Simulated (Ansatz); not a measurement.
# Elastic constants of CoTe$_{2}$Rh: input and output

Method: DFT LDA, scalar-relativistic, plane waves, PAW (Ansatz).

It can be run as:
```bash
ansatz run input.yaml --threads 1 --pin off --backend cpu --events-out ev --progress --plain --runs-dir out  # memory cap (--max-ram) not shown
```

Input (bare energies are in eV):
```yaml
crystal:
  lattice:
    - [3.9079365251, 0.0, 0.0]
    - [-1.9539682625, 3.3843723071, 0.0]
    - [0.0, 0.0, 5.3702582855]
  atoms:
    - { symbol: Co, position: [0.0, 0.0, 0.0] }
    - { symbol: Te, position: [0.3333333333, 0.6666666667, 0.2330753569] }
    - { symbol: Te, position: [0.6666666667, 0.3333333333, 0.7669246431] }
    - { symbol: Rh, position: [0.0, 0.0, 0.5] }
basis:
  ecutwfc: 420
kpoints:
  mp_grid: { grid: [12, 12, 8] }
hamiltonian:
  xc: lda
scf:
  occupations: { method: fermi_dirac, width: 0.15 }
output:
  forces: true
  stress: true
  eigenvalues: true
elastic:
  mode: clamped_ion
  amplitude: 0.005
```

From the output:
```
--- Elastic constants: 3 strain directions × 4 members + reference (group order 12) ---
  dense FFT box of the reference and of every strained cell: 27×27×40
  strains applied: 11, 33, 23; error gains: componentwise 1.00 (the most a stress slope's error grows in a printed constant), spectral 1.41 (1 for all six strains in a standard setting)
  C = ∂σ_k/∂η_j (tension-positive GPa; Voigt order 11 22 33 23 13 12):
       226.353    103.230    106.612     15.461      0.000     -0.000
       103.230    226.353    106.612    -15.461     -0.000     -0.000
       106.594    106.594    238.912      0.000      0.000      0.000
        15.462    -15.462     -0.000     46.960      0.000     -0.000
         0.000     -0.000     -0.000      0.000     46.960     15.462
         0.000     -0.000     -0.000     -0.000     15.461     61.561
  reference stress σ⁰ (GPa):     -0.000     -0.000     -0.001      0.000      0.000      0.000
  C* (energy form; C + prestress term) asymmetry max|C*_kj − C*_jk| = 1.872e-2 GPa — a small one proves nothing (zero by symmetry where the batch's group is 432, −43m or m−3m); a large one is finite-difference/SCF noise where every solve ...
  moduli (Voigt/Reuss/Hill, GPa): K = 147.17/147.02/147.09   G = 56.11/51.22/53.67   E = 143.54   ν = 0.337
  mechanically stable: yes (min eigenvalue of sym C = 37.16 GPa)
  strain η (Voigt 11):  stress-route row diagonal C_11 = 226.35 GPa, energy-path curvature d²(F+E_count+ΔE)/dδ²/Ω₀ = 226.39 GPa
    cells at ±δ against ±2δ: C31 106.63 and 106.74 GPa, apart by 0.05 % of the column's largest entry
         δ    σ_11 (GPa) F (eV) n_scf n_hpsi n_pw
    -1.000e-2      -2.3459      -24996.8078722      13  284746   1398
    -5.000e-3      -1.1525      -24996.8117456       5  204233   1408
     5.000e-3       1.1114      -24996.8117728       5  222302   1422
     1.000e-2       2.1835      -24996.8081169      10  238288   1430
  strain η (Voigt 33):  stress-route row diagonal C_33 = 238.91 GPa, energy-path curvature d²(F+E_count+ΔE)/dδ²/Ω₀ = 238.88 GPa
    cells at ±δ against ±2δ: C33 238.96 and 239.12 GPa, apart by 0.07 % of the column's largest entry
         δ    σ_33 (GPa) F (eV) n_scf n_hpsi n_pw
    -1.000e-2      -2.4916      -24996.8075682      13  118359   1410
    -5.000e-3      -1.2207      -24996.8116642       6   79875   1416
     5.000e-3       1.1689      -24996.8117105       5   88303   1428
     1.000e-2       2.2908      -24996.8078632      11  114762   1428
  strain η (Voigt 23):  stress-route row diagonal C_44 = 46.96 GPa, energy-path curvature d²(F+E_count+ΔE)/dδ²/Ω₀ = 46.98 GPa
    cells at ±δ against ±2δ: C44 46.97 and 47.01 GPa, apart by 0.08 % of the column's largest entry
         δ    σ_23 (GPa) F (eV) n_scf n_hpsi n_pw
    -1.000e-2      -0.4656      -24996.8119793      10  264264   1414
    -5.000e-3      -0.2337      -24996.8127563       5  221570   1422
     5.000e-3       0.2360      -24996.8127545       5  208652   1422
     1.000e-2       0.4746      -24996.8119647       9  226455   1414
```

The cell was built by swapping an element in a database structure (itself possibly hypothetical) and relaxing; it need not be the stable form of this composition. In a metal, frequencies and elastic constants depend on the k mesh and the smearing, soft modes and shear constants most. Spin polarisation was left out, and a magnetic state may lie lower.

Clamped-ion constants are upper bounds: once the atoms relax, a strain can turn out softer or unstable.